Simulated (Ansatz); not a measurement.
Given:

Ba2PdO3:
```xyz
6
Lattice="-1.9239 2.0507 6.6558 1.9239 -2.0507 6.6558 1.9239 2.0507 -6.6558" Properties=species:S:1:pos:R:3 pbc="T T T"
Ba     0.0000     0.0000     8.5912
Ba     0.0000     0.0000     4.7204
Pd     0.0000     0.0000     0.0000
O      0.0000     0.0000    11.2536
O      0.0000     0.0000     2.0580
O      0.0000     2.0507     0.0000
```

This is the r²SCAN-relaxed structure. Cartesian axes are those of the cell as given.

Question: All from DFT-r²SCAN in the program Ansatz with PAW potentials, unless another level is named. Estimate the formation energy from the elements (no fitted shifts).

Answer: -2.18 eV/atom.

Question: Give the smallest direct gap on the standard path.

Answer: 0.81 eV.

Question: Next, the band gap?

Answer: 0.29 eV (indirect).

Question: Next, the conduction-band minimum?

Answer: at X (k = 0.500, 0.500, 0.500).

Space group Immm. The first step of the workflow began from a Materials Project structure, measured or hypothetical; the Crystallography Open Database files this formula in space group No. 71, but the cells were not matched. Whether it is the stable phase at ambient conditions was not checked. The cell was relaxed with r²SCAN under the symmetry of its start; its stability against distortions is not shown here. No spin polarisation was allowed. The references are the lowest solids computed at this level, not always the standard phases (solids in place of the gases). Spin–orbit coupling is left out wherever it is not named.

Potentials: the later of the program's two PAW sets.
